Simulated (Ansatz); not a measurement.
This cell of BaTiO3 (cubic perovskite) is off equilibrium:

```yaml
crystal:
  lattice:
    - [3.99442, 0.00000, 0.00000]
    - [0.00000, 3.99442, 0.00000]
    - [0.00000, 0.00000, 3.99442]
  atoms:
    - { symbol: Ba, position: [0.00000, 0.00000, 0.00000] }
    - { symbol: Ti, position: [0.50000, 0.50000, 0.50000] }
    - { symbol: O, position: [0.97997, 0.50000, 0.50000] }
    - { symbol: O, position: [0.50000, 0.50000, 0.00000] }
    - { symbol: O, position: [0.50000, 0.00000, 0.50000] }
```

Calculation: r2SCAN (plane waves to 500 eV, PAW, scalar-relativistic; Ansatz, a program for electronic structure). k mesh 7×7×7 (Γ-centred), Fermi-Dirac smearing 0.05 eV. E stands for the smeared free energy. Compression counts positive. BaTiO3 is run without spin polarisation. BaTiO3 was relaxed with its symmetry unable to fall. The PAW data are Ansatz's earlier set. This is a high-temperature form of BaTiO3.

**Question.** Predict the force on every atom, in eV/Å.

**Answer.** 
```tsv
atom	Fx	Fy	Fz
Ba1	-0.110	0.000	0.000
Ti2	0.423	0.000	0.000
O3	0.444	0.000	0.000
O4	-0.378	0.000	0.000
O5	-0.378	0.000	0.000
```

**Question.** What is the stress tensor (GPa)?

**Answer.** 
```
   0.96     0.00     0.00
   0.00     0.26     0.00
   0.00     0.00     0.26
```
The pressure, a third of the trace, is 0.49 GPa.

**Question.** In it atom 3 sits (-0.080, 0.000, 0.000) Å away from its relaxed site. What is its energy relative to the relaxed cell?

**Answer.** 16.9 meV/cell.

(For displaced atoms, the force is minus the slope of the energy, and its curvature is a force constant, which sets phonon frequencies.)
